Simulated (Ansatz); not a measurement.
Values for one crystal, relaxed and computed with r²SCAN (plane waves, PAW; program Ansatz); other levels are named.

- Volume per atom: 27.93 Å³
- Band gap: 3.57 eV (direct)
- Poisson's ratio: 0.38
- Debye temperature from the elastic constants: 304 K
- Young's modulus: 34.8 GPa
- HSE06 gap on the r²SCAN cell: 4.07 eV
- Formation energy from the elements (no fitted shifts): -1.55 eV/atom

Problem. Which of these materials gives this?
A) ZnO, Pm-3n (Zn on 6c, O on 6d)
B) MgO, R-3m (Pearson symbol hR16)
C) BeS, wurtzite
D) MgS, Pm-3n (Mg on 6c, S on 6d)

Solution. D, MgS, Pm-3n (Mg on 6c, S on 6d)

The start of the workflow was typed in or built on a structure type; neither database checked (COD, Materials Project) lists it. COD files the formula under space group No. 225. Whether it is the stable phase at ambient conditions was not checked. Symmetry was held in the r²SCAN relaxation; whether a distortion lowers the energy is not shown. The references are the lowest solids computed at this level, not always the standard phases.

Potentials: the earlier of the program's two PAW sets.
